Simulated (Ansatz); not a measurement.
Sr₃BiN (anti-perovskite, Pm-3m), a = b = c = 5.2235 Å, α = β = γ = 90.00°.

This is the r²SCAN-relaxed structure.

All from r²SCAN (plane waves, PAW; program Ansatz), unless another level is named. Give the formation energy from the elements (no fitted shifts).

-1.07 eV/atom.

And the electron effective mass, band 2 of 2 at the edge?

0.12 along [100], 0.15 along [110], 0.21 along [111] (mₑ).

Next, the electron effective mass with spin–orbit coupling, band 2 of 2 at the edge?

0.091 along [100], 0.11 along [110], 0.13 along [111] (mₑ).

The first step of the workflow began from a Materials Project structure, measured or hypothetical; the Crystallography Open Database copy checked does not list it. Whether it is the stable phase at ambient conditions was not checked. The cell was relaxed with r²SCAN under the symmetry of its start; its stability against distortions is not shown here. The references are the lowest solids computed at this level, not always the standard phases (solids in place of the gases). Spin–orbit coupling is left out wherever it is not named.

Potentials: the later of the program's two PAW sets.

Edges and masses are those of Kohn–Sham bands, whose gap is no quasiparticle gap.
